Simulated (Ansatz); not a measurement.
Band structure of TePd

```xyz
4
Lattice="4.1820 0.0000 0.0000 -2.0910 3.6217 0.0000 0.0000 0.0000 5.7380" Properties=species:S:1:pos:R:3 pbc="T T T"
Te    0.0000    2.4145    1.4345
Te    2.0910    1.2072    4.3035
Pd    0.0000    0.0000    0.0000
Pd    0.0000    0.0000    2.8690
```

Atoms are numbered in the order listed.

Structure from Materials Project entry mp-564 (possibly hypothetical), not relaxed further.

Spin polarisation is left out, and whether a magnetic state lies lower isn't shown here.

No spin–orbit coupling, which matters for the heavy atoms here.

Method: DFT, PBEsol, all-electron LAPW, scalar-relativistic (Ansatz 0.2.0).

Settings: a Γ-centred 9×9×6 k mesh, Fermi–Dirac smearing of 0.05 eV, basis error target 1 meV/atom, no spin polarisation.

Points in fractions of the reciprocal vectors of this cell: Γ (0, 0, 0), M (0.5, 0, 0), K (0.333, 0.333, 0), A (0, 0, 0.5), L (0.5, 0, 0.5), H (0.333, 0.333, 0.5). The path joins them by straight lines in the order Γ–M–K–Γ–A–L–H–A–L; legs that retrace an earlier one aren't tabulated. Energies are in eV from the Fermi level.

**Question.** Is there a gap?

**Answer.** none: bands cross the Fermi level, a metal.

**Question.** List the levels between -8 and 6 eV at the symmetry points.

**Answer.** 
Γ: -6.32, -5.22 (×2), -4.28, -3.48 (×2), -3.07 (×2), -2.07 (×2), -1.02 (×2), -0.25, 0.47, 1.77 (×2), 2.39, 3.14, 5.26 (×2)
M: -6.42, -5.01, -4.62, -4.19, -3.85, -3.68, -3.26, -2.86, -2.82, -2.68, -2.23, -2.05, -2.05, -1.52, 0.85, 2.20, 3.93, 3.96, 4.86, 5.01
K: -6.25, -5.35 (×2), -4.21 (×2), -3.64, -2.79, -2.78 (×2), -2.13 (×2), -2.07, -1.05 (×2), -0.44 (×2), 2.94, 5.92
A: -4.42 (×4), -4.15 (×2), -2.94 (×4), -1.79 (×2), 0.86 (×4), 4.42 (×2), 5.91 (×4)
L: -6.06 (×2), -4.41 (×2), -3.86 (×2), -2.91 (×2), -2.66 (×2), -2.48 (×2), -0.37 (×2), 0.44 (×2), 3.33 (×2)
H: -5.55 (×2), -4.93 (×2), -4.18 (×2), -2.86 (×2), -2.82 (×2), -2.21 (×2), -1.85 (×2), 2.04 (×2), 5.25 (×2), 5.52 (×2)
